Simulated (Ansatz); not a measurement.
The start is a generated cell, ZrO2 placed in the AFLOW prototype A2B_mP12_3_bc3e_2e (as in SiO2). Cell shape, volume and atoms are optimised at zero target pressure with r2SCAN (plane waves to 500 eV, PAW, scalar-relativistic; Ansatz, an electronic-structure program). The first steps use a coarse 5×5×3 k-mesh.

Initial structure:
```
CELL_PARAMETERS angstrom
      4.30124     0.00000     0.00000
      0.00000     4.26908     0.00000
     -1.51320     0.00000     7.52142
ATOMIC_POSITIONS crystal
  Zr 0.18244 0.00000 0.69651
  Zr 0.81756 0.00000 0.30349
  Zr 0.38098 0.58564 0.17797
  Zr 0.61902 0.58564 0.82203
  O  0.00000 0.15907 0.50000
  O  0.50000 0.73859 0.00000
  O  0.02399 0.75200 0.18927
  O  0.97601 0.75200 0.81073
  O  0.38562 0.71473 0.64074
  O  0.61438 0.71473 0.35926
  O  0.48963 0.20196 0.18802
  O  0.51037 0.20196 0.81198
```

```yaml
outcome: The space group goes from P2 (No. 3) to P2/m (No. 10), with 12 atoms in the primitive cell
volume_change: +14.9 %, from 11.51 to 13.23 Å³/atom
Shortest distances (start → end): "The closest pairs of elements (up to four, under 3.6 Å), start → end: O–Zr 1.61 → 1.94 Å; O–O 2.40 → 2.45 Å; Zr–Zr 2.62 → 3.40 Å"
band_gap_at_the_end: 4.10 eV, indirect (valence top at Γ, conduction bottom at k = (0, 0.375, -0.5)) (no spin-orbit coupling)
optimiser_moves: 33
```

Final values are on a 5×8×4 k-mesh of the relaxed cell. The start holds a very short contact (Zr–O 1.61 Å). No spin polarisation in the result.

The run could not lose the symmetry of its start: the end is stationary, and may be a saddle point rather than a minimum.

The relaxed structure here is a generated cell of ZrO2: the first start was made by placing the elements on the sites of a structure type, and the end was not matched to a known phase here, so it may be hypothetical. Known forms of ZrO2 include space group No. 14, 137, 225.
